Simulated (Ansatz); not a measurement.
## LaIn3: computed property card

LaIn3 (Cu3Au type, Pm-3m), a = b = c = 4.7654 Å, α = β = γ = 90.00°.

Space group Pm-3m (No. 221), Cu3Au type; conventional cell a = b = c = 4.765 Å, α = β = γ = 90.00°.

Method: r²SCAN in the plane-wave PAW code Ansatz. The cell and atoms are relaxed at this level. Other levels are named where they apply.

Cell and energy:

| Item | Value |
|---|---|
| Volume per atom | 27.06 Å³ |
| Density | 7.42 g/cm³ |
| Formation energy from the elements (no fitted shifts) | -57 kJ/mol of atoms |

Electronic structure:

| Quantity | Result |
|---|---|
| Electronic character | metallic (no gap) |
| Density of states at the Fermi level | 0.50 states/eV per atom (mean over ±0.08 eV) |

The first step of the workflow began from a Materials Project structure, measured or hypothetical; the Crystallography Open Database copy checked does not list it. With La and In taken as one species the cell has the higher symmetry Fm-3m, so it may be an ordered model of a mixed-site phase. Its standing as an ambient phase is unchecked. Symmetry was held in the r²SCAN relaxation; whether a distortion lowers the energy is not shown. The references are the lowest solids computed at this level, not always the standard phases. Scalar-relativistic: spin–orbit coupling is off unless named, which matters more the heavier the elements.

Potentials: the later of the program's two PAW sets.
